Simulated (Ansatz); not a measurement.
The calculation used DFT PBE, scalar-relativistic, plane waves, PAW (Ansatz 0.2.0). All cells share a 420 eV cutoff and Γ-centred k meshes spaced at most about 0.3 Å⁻¹ (about 0.25 or finer for metals, 2π included). No spin polarisation in the final relaxations.

Temperature and zero-point effects are left out. All come from trial cells, and lower structures may exist.

Task: Which of these relaxed structures of Os4C is the lowest in energy?
1.

```xyz
5
Lattice="4.0278 0.0000 0.0000 0.0000 4.0278 0.0000 0.0000 0.0000 4.0278" Properties=species:S:1:pos:R:3 pbc="T T T"
Os    2.0139    0.0000    0.0000
Os    0.0000    2.0139    0.0000
Os    0.0000    0.0000    2.0139
Os    2.0139    2.0139    2.0139
C     0.0000    0.0000    0.0000
```

2.

```xyz
5
Lattice="3.9421 0.0000 0.0000 0.0000 3.9421 0.0000 0.0000 0.0000 4.2291" Properties=species:S:1:pos:R:3 pbc="T T T"
Os    1.9711    0.0000    4.0539
Os    1.9711    1.9711    2.2689
Os    0.0000    1.9711    4.0539
Os    0.0000    0.0000    1.9604
C     1.9711    1.9711    0.3528
```

3.

```xyz
5
Lattice="-2.6027 2.6027 2.6027 2.6027 -2.6027 2.6027 2.6027 2.6027 -2.6027" Properties=species:S:1:pos:R:3 pbc="T T T"
Os    1.3014    1.3014    1.3014
Os    1.3014    1.3014   -1.3014
Os    1.3014   -1.3014    1.3014
Os   -1.3014    1.3014    1.3014
C     0.0000    0.0000    0.0000
```

Result: 2. It has space group P4mm (No. 99); the next, 1, with space group Pm-3m (No. 221), lies 53 meV/atom higher. Counting Os atoms around C (those within 1.25 times the shortest such distance or 1.15 times the sum of covalent radii; a plus sign parts nearer from farther groups), the lowest has C 5+1 and the next has C 6. Even the lowest lies +0.63 eV/atom against the elements.

Spin–orbit coupling, which can matter for Os, is left out. Cells relaxed within their symmetry can be saddle points. The P4mm cell of Os4C came from shaking the Pm-3m one. Some candidate types were left out of the draw beforehand, so a known form may be missing.
